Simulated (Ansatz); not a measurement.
FeP2 in space group Pnnm (No. 58; Fe on 2a, P on 4g), r²SCAN (plane waves, PAW; program Ansatz), all energies at zero smearing, with the estimated change up to a 700 eV cutoff added, with one set of potentials and settings (totals compare only within such a set). Cell of 6 atoms (2 Fe, 4 P): -12011.049 eV.

```json
[
 {"element": "Fe", "reference phase": "Im-3m, 1 atoms in the cell, spin-polarised", "E (eV/atom)": "-4485.8961"},
 {"element": "P", "reference phase": "Cmce, 4 atoms in the cell", "E (eV/atom)": "-759.1646"}
]
```

Formation energy per atom, worked out: (-12011.049 − 2×(-4485.8961) − 4×(-759.1646))/6 = -0.433 eV/atom (-42 kJ per mol of atoms), at 0 K, without zero-point energy or fitted corrections.

The first step of the workflow began from a Materials Project structure, measured or hypothetical; the Crystallography Open Database copy checked does not list it. Its standing as an ambient phase is unchecked. The r²SCAN relaxation kept the symmetry of its start; its stability against distortions is not shown here. No spin polarisation was allowed. The references are the lowest solids computed at this level, not always the standard phases.

Potentials: the later of the program's two PAW sets.
